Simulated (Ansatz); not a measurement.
GeSe (wurtzite, P6_3mc), DFT-PBE in the program Ansatz with PAW potentials, all energies at zero smearing, with the estimated change up to a 700 eV cutoff added, with one set of potentials and settings (totals compare only within such a set). Cell of 4 atoms (2 Ge, 2 Se): -19528.632 eV.

```csv
element,reference phase,E (eV/atom)
Ge,"Fd-3m, 2 atoms in the cell",-4294.9847
Se,"P3_121, 3 atoms in the cell",-5469.0798
```

Formation energy per atom, worked out: (-19528.632 − 2×(-4294.9847) − 2×(-5469.0798))/4 = -0.126 eV/atom (-12 kJ per mol of atoms), at 0 K, without zero-point energy or fitted corrections.

The cell is a constructed one: a structure type filled with these elements; neither database checked (COD, Materials Project) lists it. It is not the phase usual at ambient conditions (space group No. 62). Symmetry was held in the PBE relaxation; its stability against distortions is not shown here. The references are the lowest solids computed at this level, not always the standard phases.

Potentials: the later of the program's two PAW sets.
